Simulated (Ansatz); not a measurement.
## SnO (Cmce), work and stress of cleavage

Theory: DFT r2SCAN, scalar-relativistic, plane waves, PAW in Ansatz. The runs took a 500 eV cutoff, a Γ-centred 9×9×4 mesh and Gaussian smearing (0.03 eV). No spin polarisation. Energies are free energies at this smearing, counted from the undisturbed cell; pressure is positive in compression.

Zero of the scan (relaxed at this level):

```xyz
8
Lattice="-2.6924 2.6925 0.0000 -2.6924 -2.6925 0.0000 0.0000 0.0000 9.8755" Properties=species:S:1:pos:R:3 pbc="T T T"
Sn   -2.6924   -2.6921    6.6588
Sn   -2.6924    2.6921    1.7210
Sn   -2.6924   -0.0004    9.3021
Sn   -2.6924    0.0004    4.3643
O    -4.0387    1.3457    0.5738
O    -1.3462   -1.3457    5.5115
O    -1.3462    1.3457    0.5738
O    -4.0387   -1.3457    5.5115
```

The cut lies on the cell's a–b face, a (0 0 1) plane (indices in the standard cell, whose axes needn't be the Cartesian ones shown) of area 14.50 Å², between layers 1.15 Å apart. Vector c is lengthened by d along the normal with the atoms' Cartesian places fixed: one unrelaxed cut a cell. The traction is positive where the two halves pull on each other.

```
d (Å) energy (J/m²) traction (GPa)
-0.30           0.78           -52.1
-0.15           0.19           -25.9
 0.00           0.00             0.0
 0.25           0.47            35.1
 0.50           1.63            54.7
 0.75           3.05            56.1
 1.00           4.35            46.6
 1.50           6.14            25.0
 2.00           7.00            11.4
 3.00           7.67             3.6
 4.50           7.96             1.0
 6.00           8.06             0.5
```

Q: What are the work of separation and the cleavage stress, and do they fit the universal binding curve?

A: The energy levels off near W ≈ 8.06 J/m² (the traction is down to 0.5 GPa), the energy of the two unrelaxed faces, 4.03 J/m² each on average. The largest sampled traction is 56.1 GPa at d = 0.75 Å, and a parabola through it and its two neighbours peaks at σ_max ≈ 56.8 GPa, d ≈ 0.66 Å. The curve E = W[1 − (1 + d/ℓ)exp(−d/ℓ)] peaks in traction at d = ℓ with σ_max = W/(eℓ); with 1 J/m² per Å = 10 GPa this W and σ_max give ℓ = 0.52 Å. A parabola through that curve at the same three d peaks at 0.43 Å, against 0.66 Å here, so the traction peaks further out than on that curve. The cut parts unlike faces (Sn and O); in an ionic crystal that makes them polar, and the energy then depends on the thickness of the slab. The opened faces are metallic here, and spin polarisation, left out, could lower W. Real crystals break at far lower stress, because cracks concentrate it, and on the plane of lowest W, which needn't be this one.

The cut is rigid; relaxing the faces lowers these energies and usually the stresses.

The gap closes along the scan, which can put kinks into the curve.

Cost: 12 runs of about 9.7 core-minutes in all, on AMD EPYC 9R45 (Zen 5) (shared hosts).